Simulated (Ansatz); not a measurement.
GaAs (zincblende type), DFT, r2SCAN, PAW with Ansatz's default frozen-core files, scalar-relativistic (Ansatz 0.2.0), on 1 thread of Arm Neoverse V2 (shared host).

Command: `ansatz run input.yaml --threads 1 --pin off --max-ram 2048MiB --backend cpu --events-out ev --progress --plain --runs-dir out`

```yaml
crystal:
  lattice:
    - [0.0, 2.8330879405, 2.8330879405]
    - [2.8330879405, 0.0, 2.8330879405]
    - [2.8330879405, 2.8330879405, 0.0]
  atoms:
    - { symbol: Ga, position: [0.0, 0.0, 0.0] }
    - { symbol: As, position: [0.25, 0.25, 0.25] }
kpoints:
  mp_grid: { grid: [11, 11, 11] }
  band_path:
    path:
      - [0.0, 0.0, 0.0]
      - [-0.5, -0.5, 0.0]
      - [-0.375, -0.375, 0.25]
      - [-0.375, 0.0, 0.375]
      - [0.0, 0.0, 0.0]
      - [0.0, 0.0, 0.5]
      - [-0.5, -0.25, 0.25]
      - [-0.5, -0.5, 0.0]
    npoints: 8
scf:
  occupations: { method: fermi_dirac, width: 0.08 }
hamiltonian:
  xc: r2scan
  pseudopotentials: { kind: paw }
output:
  forces: true
  stress: true
  eigenvalues: true
  populations: true
  dos: { projected: true, de: 0.2, e_range: [-14, 8] }
```

How large is the problem that the program sets up?

56 irreducible k-points, 1139 plane waves at Γ, 18 bands.

About how long does it take?

13 s of wall time for 7 SCF iterations. Times on shared machines scatter by tens of per cent.
